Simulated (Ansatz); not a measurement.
BaNa2 in space group P6_3/mmc (No. 194; Na on 2a, Ba on 4f, Na on 6h) under volume change, DFT-r²SCAN in the program Ansatz with PAW potentials, shape and atoms relaxed at each volume.

| V (Å³/atom) | E − E(relaxed) (meV/atom) | P (GPa) |
|---|---|---|
| 42.852 | 11.4 | 0.93 |
| 44.265 | 4.8 | 0.58 |
| 45.678 | ___ | ___ |
| 47.091 | 0.0 | 0.00 |
| 48.503 | 1.1 | -0.24 |
| 49.916 | ___ | ___ |
| 51.329 | 8.9 | -0.63 |

Problem. What belongs in the gaps?

Solution. 
- 45.678, E − E(relaxed) (meV/atom): 1.1
- 45.678, P (GPa): 0.27
- 49.916, E − E(relaxed) (meV/atom): 4.1
- 49.916, P (GPa): -0.45

Problem. What does a third-order Birch–Murnaghan fit give for V₀, B₀ and B′?

Solution. V₀ = 47.08 Å³/atom, B₀ = 8.4 GPa, B′ = 3.3.

The workflow started from an entry of the Crystallography Open Database (COD). Its standing as an ambient phase is unchecked. The cell was relaxed with r²SCAN under the symmetry of its start; its stability against distortions is not shown here. Scalar-relativistic: spin–orbit coupling is off unless named, which matters more the heavier the elements.

Potentials: the later of the program's two PAW sets.
